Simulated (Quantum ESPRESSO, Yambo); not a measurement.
YSF (space group P6_3/mmc, No. 194). The geometry is that of Materials Project entry mp-3632, symmetrised and not relaxed again. Chain: norm-conserving PBEsol (Quantum ESPRESSO, 84 Ry, without SOC); G0W0 in Yambo (3×3×1 Γ-centred k mesh, bands 5 to 346 and a 7 Ry block in the screening, 346 bands in G with the Bruneval-Gonze terminator, plasmon pole fitted at 27.2 eV); BSE (6×6×2 mesh, 11 valence and 14 conduction bands, static screening with 135 bands and a 3 Ry block, scissor 1.85 eV, Tamm-Dancoff).

```json
{
 "PBEsol gap (dense path)": "2.44 eV",
 "PBEsol gap Γ → (0, 0.333, 0) on the GW mesh": "2.65 eV",
 "PBEsol smallest direct gap on the GW mesh, at (0, 0.333, 0)": "3.22 eV",
 "G0W0 direct gap at that point": "5.07 eV",
 "G0W0 correction to the gap Γ → (0, 0.333, 0)": "1.85 eV",
 "direct gap on the BSE mesh, with the scissor": "5.00 eV",
 "first BSE state allowed for light along x": "4.54 eV",
 "lowest BSE state": "4.49 eV",
 "binding_of_the_lowest_exciton": "0.52 eV"
}
```

Rough cost of the Yambo steps against G0W0 for 6 states: BSE about 4×.

Nearest settings tried, and what they do to the gap: 226 bands in W, 226 bands in G: +3 meV; 6 Ry block (379 vectors against 549): -42 meV. Not varied: mesh. So the settings aren't converged at that level. The mesh misses a band edge: along a dense path the PBEsol gap is 2.44 eV against 2.65 eV on the mesh. The BSE states are vertical excitations (zero momentum); the indirect quasiparticle gap, about 4.29 eV, is smaller than the direct one (5.07 eV on the GW mesh). Convergence of the binding with the mesh was not shown. Axes are Cartesian, with cell vectors (Å) (4.03, 0.00, 0.00), (-2.02, 3.49, 0.00), (0.00, 0.00, 16.72).
